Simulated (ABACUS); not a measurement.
A self-consistent single point of Si2W (I4/mmm, 3 atoms in the cell; from Materials Project mp-1620) with ABACUS.

All values come from this method and carry its errors: PBE, numerical atomic orbitals SZP (confined pseudo-atomic orbitals with Gaussian additions; energy shift 0.003 Ry), PseudoDojo 0.5 standard norm-conserving PBE (tails mended) pseudopotentials in ABACUS.

```
Si2W
1.0
   -1.60736     1.60736     3.90103
    1.60736    -1.60736     3.90103
    1.60736     1.60736    -3.90103
Si W
2 1
Direct
  0.33499   0.33499   0.00000
  0.66501   0.66501   0.00000
  0.00000   0.00000   0.00000
```

Reference input (self-consistent single point, DFT, PBE, numerical atomic orbitals DZP (confined pseudo-atomic orbitals with Gaussian additions; energy shift 0.003 Ry), PseudoDojo 0.5 standard norm-conserving PBE (tails mended) pseudopotentials): basis = DZP numerical atomic orbitals, energy shift 0.003 Ry; KPT = Gamma 14 14 14 0 0 0; basis_type = lcao; ecutwfc = 100 Ry; smearing_method = gaussian; smearing_sigma = 0.00734986 Ry; potentials = PseudoDojo 0.5 standard norm-conserving PBE (tails mended); symmetry = 1; ks_solver = scalapack_gvx; scf_nmax = 100; scf_thr = 1.0e-07; mixing_type = broyden. This run's input differs from it in these lines:

```diff
@@ -25,4 +25,4 @@
 NUMERICAL_ORBITAL
-Si_pbe_8.1au_2s2p1d.orb
-W_pbe_8.4au_3s2p2d1f.orb
+Si_pbe_8.1au_1s1p1d.orb
+W_pbe_8.4au_2s2p1d1f.orb
```

The program printed (abridged):

```
 SELF-CONSISTENT
 -------------------------------------------

                  longest orb rcut (Bohr) = 8.4
   longest nonlocal projector rcut (Bohr) = 2.06
                     search radius (Bohr) = 20.9

                          real space grid = [ 60, 60, 60 ]
                                 init_chg = atomic

 LCAO ALGORITHM --------------- ION=   1  ELEC=   1--------------------------------

 Density error is 0.052091736015
 E_KohnSham     -168.6471337402      -2294.5619702347
 E_Fermi        1.2503473453         17.0118483750

 LCAO ALGORITHM --------------- ION=   1  ELEC=   2--------------------------------

   [... lines left out ...]

   [... 5 blocks of this kind left out ...]

 LCAO ALGORITHM --------------- ION=   1  ELEC=   8--------------------------------

 Density error is 1.74439506464e-06
 E_KohnSham     -168.6449663971      -2294.5324820193
 E_Fermi        1.2401001349         16.8724279248

 LCAO ALGORITHM --------------- ION=   1  ELEC=   9--------------------------------

 Density error is 4.62184156632e-08
 E_KohnSham     -168.6449663973      -2294.5324820215
 E_KS(sigma->0) -168.6449372038      -2294.5320848234
 E_entropy(-TS) -0.0000583870        -0.0007943963
 E_Fermi        1.2401009917         16.8724395820
 charge density convergence is achieved
 final etot is -2294.532482 eV
 EFERMI = 16.872439582 eV

 STATE ENERGY(eV) AND OCCUPATIONS    NSPIN == 1
   [... 18 lines left out ...]

 TOTAL-FORCE (eV/Angstrom)
                       Si1         0.0000000000         0.0000000000        -0.1174410094
                       Si2         0.0000000000         0.0000000000         0.1174410094
                        W1         0.0000000000         0.0000000000         0.0000000000

 TOTAL-STRESS (KBAR)
        77.6901105702         0.0000000000         0.0000000000
         0.0000000000        77.6901105702        -0.0000000000
        -0.0000000000        -0.0000000000       115.3716750881
 TOTAL-PRESSURE: 90.250632 KBAR

 --------------------------------------------
 !FINAL_ETOT_IS -2294.5324820215273576 eV
 --------------------------------------------
```

The run converged in 9 iterations. Against the reference run the free energy goes up by 158 meV/atom, the pressure goes from 5.10 to 9.03 GPa and the largest force goes from 0.142 to 0.117 eV/Å.

The atom-centred basis is finite, which shifts total energies, pressures and forces against plane waves. A single-zeta basis is rough, for pressures and forces above all. This run is one point of a test of settings, so its values need not be converged; read them against the reference run alone. The structure comes from a collection of computed structures, made at another level of theory; the collection holds predicted forms beside known ones.

Cost on one core: very roughly 60 core-seconds.

The atomic orbitals were generated for these runs; they are not ABACUS's published sets and were checked against plane waves on a few crystals only.

“Tails mended”: in these copies of the files the far tail of each local potential was reset to the Coulomb form.
